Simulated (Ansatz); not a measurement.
TaSi2 in space group P6_222 (No. 180; Si on 6j, Ta on 3d) at seven volumes, DFT-PBEsol in the program Ansatz with PAW potentials, shape and atoms relaxed at each. One row is withheld.

```csv
V (Å³/atom),P (GPa)
13.012,22.54
13.441,13.81
13.870,6.36
14.299,0.00
14.728,?
15.157,-10.04
15.586,-13.96
```

Task: Fit the shown pressures and predict the withheld one.

Result: Third-order Birch–Murnaghan: P = (3/2)B₀(x^(7/2) − x^(5/2))[1 + (3/4)(B′ − 4)(x − 1)] with x = (V₀/V)^(2/3). Least squares on the six rows gives V₀ = 14.300 Å³/atom, B₀ = 195.1 GPa, B′ = 4.29. At V = 14.728, x = 0.9805 and P = -5.40 GPa. The run itself gave -5.42 GPa.

The cell was relaxed with PBEsol under the symmetry of its start. No spin polarisation was allowed. Scalar-relativistic: spin–orbit coupling is off unless named, which matters more the heavier the elements.

Potentials: the later of the program's two PAW sets.
